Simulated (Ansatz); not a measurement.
Relaxed-ion elastic tensor of BN in space group P6_3/mmc (No. 194; B on 2c, N on 2d) in GPa (Voigt order), PBE+D3(BJ) (plane waves, PAW; program Ansatz); density 2.29 g/cm³, 9.00 Å³ per atom.

```
 878   199  -2.1   0.0   0.0   0.0
 199   878  -2.1   0.0   0.0   0.0
-2.1  -2.1  27.9   0.0   0.0   0.0
 0.0   0.0   0.0   4.6   0.0   0.0
 0.0   0.0   0.0   0.0   4.6   0.0
 0.0   0.0   0.0   0.0   0.0   340
```

Task: Is the crystal mechanically stable?

Result: Yes: the smallest eigenvalue of C is 4.6 GPa.

Task: Work out the Voigt and Reuss bounds. Is their mean of use?

Result: K_V = 242, K_R = 26.3; G_V = 176, G_R = 10.2 GPa. The bounds lie so far apart that a Hill average or a Debye temperature from it would say little.

Symmetry was held in the PBE+D3(BJ) relaxation; phonons on a q-mesh show no instability.

Potentials: the later of the program's two PAW sets.
